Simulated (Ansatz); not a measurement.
LaNbN3:
```
CELL_PARAMETERS angstrom
      4.06296     0.00000     0.00000
      0.00000     4.06296     0.00000
      0.00000     0.00000     4.06296
ATOMIC_POSITIONS crystal
  La 0.00000 0.00000 0.00000
  Nb 0.50000 0.50000 0.50000
  N  0.50000 0.50000 0.00000
  N  0.50000 0.00000 0.50000
  N  0.00000 0.50000 0.50000
```

This is the PBEsol-relaxed structure.

### Question
All from plane-wave PAW PBEsol (Ansatz code), unless another level is named. Predict the electronic character.

### Answer
metallic (no gap).

### Question
Predict the formation energy from the elements (no fitted shifts).

### Answer
-1.02 eV/atom.

### Question
Next, the density of states at the Fermi level?

### Answer
0.56 states/eV per atom (mean over ±0.08 eV).

### Question
And the gap with spin–orbit coupling?

### Answer
none (metallic).

Space group Pm-3m (cubic perovskite). The start of the workflow was typed in or built on a structure type; neither database checked (COD, Materials Project) lists it. Its standing as an ambient phase is unchecked. The cell was relaxed with PBEsol under the symmetry of its start. At this level the phase is dynamically unstable (imaginary phonons). The workflow began spin-polarised and lost its moments. The references are the lowest solids computed at this level, not always the standard phases (solids in place of the gases). Scalar-relativistic: spin–orbit coupling is off unless named, which matters more the heavier the elements.

Potentials: the earlier of the program's two PAW sets. The files were generated under PBE; for other functionals the program regenerates the frozen cores, and for LDA and PBEsol the local potential too.
